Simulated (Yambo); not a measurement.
Absorption of NaCl (rock salt, space group Fm-3m, No. 225) under isotropic strain of -0.7 % on all lattice vectors with and without the electron-hole interaction (Yambo, PBEsol bands; 10×10×10 mesh, 3 valence and 1 conduction bands, static screening with 22 bands and a 4 Ry block, scissor 3.11 eV, Tamm-Dancoff; field along x).

```
E (eV)  Im ε, BSE  Im ε, independent quasiparticles
------  ---------  --------------------------------
6.42         0.18                              0.02
6.52         0.22                              0.03
6.63         0.27                              0.03
6.73         0.34                              0.03
6.83         0.44                              0.03
6.93         0.61                              0.03
7.03         0.90                              0.04
7.13         1.46                              0.04
7.23         2.63                              0.04
7.33         4.88                              0.05
7.43         5.85                              0.05
7.53         3.67                              0.06
7.63         2.21                              0.06
7.73         1.78                              0.07
7.83         1.91                              0.08
7.93         1.72                              0.10
8.03         1.33                              0.13
8.13         1.34                              0.18
8.23         1.75                              0.22
8.33         2.27                              0.25
8.43         2.60                              0.35
8.53         2.17                              0.54
8.63         1.74                              0.63
8.73         1.65                              0.64
8.83         1.74                              0.59
8.93         1.64                              0.57
9.03         1.90                              0.66
9.13         2.52                              0.75
9.23         2.35                              0.81
9.34         1.61                              1.02
9.44         1.37                              1.27
9.54         1.44                              1.01
9.64         1.39                              0.79
9.74         1.26                              0.76
9.84         1.15                              0.94
9.94         1.04                              1.28
10.04        1.19                              1.54
10.14        1.28                              1.83
10.24        1.37                              1.95
10.34        1.76                              1.85
10.44        1.94                              1.78
10.54        1.61                              2.02
10.64        1.50                              2.47
10.74        1.75                              3.07
10.84        1.69                              3.17
10.94        1.70                              2.89
11.04        1.62                              2.50
11.14        1.70                              2.60
11.24        1.60                              3.20
11.34        1.54                              3.84
11.44        1.33                              4.17
11.54        1.08                              3.98
```

The scissor comes from a G0W0 run whose convergence isn't established. Broadening 0.15 eV. The band window holds all transitions up to 11.6 eV. Fine structure above the onset can come from the mesh.

Geometry strained from the cell relaxed with PBEsol, atoms relaxed again; primitive cell a = b = c = 3.935 Å, α = β = γ = 60.00°.
